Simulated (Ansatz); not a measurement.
Here is the system:

LaSi₂:
```yaml
crystal:
  lattice:
    - [-2.18630, 2.18630, 6.85725]
    - [2.18630, -2.18630, 6.85725]
    - [2.18630, 2.18630, -6.85725]
  atoms:
    - { symbol: La, position: [0.50000, 0.50000, 0.00000] }
    - { symbol: La, position: [0.25000, 0.75000, 0.50000] }
    - { symbol: Si, position: [0.83510, 0.33510, 0.50000] }
    - { symbol: Si, position: [0.08510, 0.08510, 0.00000] }
    - { symbol: Si, position: [0.91490, 0.91490, 0.00000] }
    - { symbol: Si, position: [0.66490, 0.16490, 0.50000] }
```

This is the r²SCAN-relaxed structure.

Problem. All from the program Ansatz at the r²SCAN level (PAW), unless another level is named. Predict the electronic character.

Solution. metallic (no gap).

Problem. Give the formation energy from the elements (no fitted shifts).

Solution. -706 meV/atom.

Problem. Next, the density of states at the Fermi level?

Solution. 0.47 states/eV per atom (mean over ±0.08 eV).

Space group I4_1/amd. The workflow started from a Materials Project entry (that database holds measured and hypothetical structures alike); the Crystallography Open Database files this formula in space group No. 141, but the cells were not matched. Its standing as an ambient phase is unchecked. The cell was relaxed with r²SCAN under the symmetry of its start; its stability against distortions is not shown here. The references are the lowest solids computed at this level, not always the standard phases. Scalar-relativistic: spin–orbit coupling is off unless named, which matters more the heavier the elements.

Potentials: the later of the program's two PAW sets.
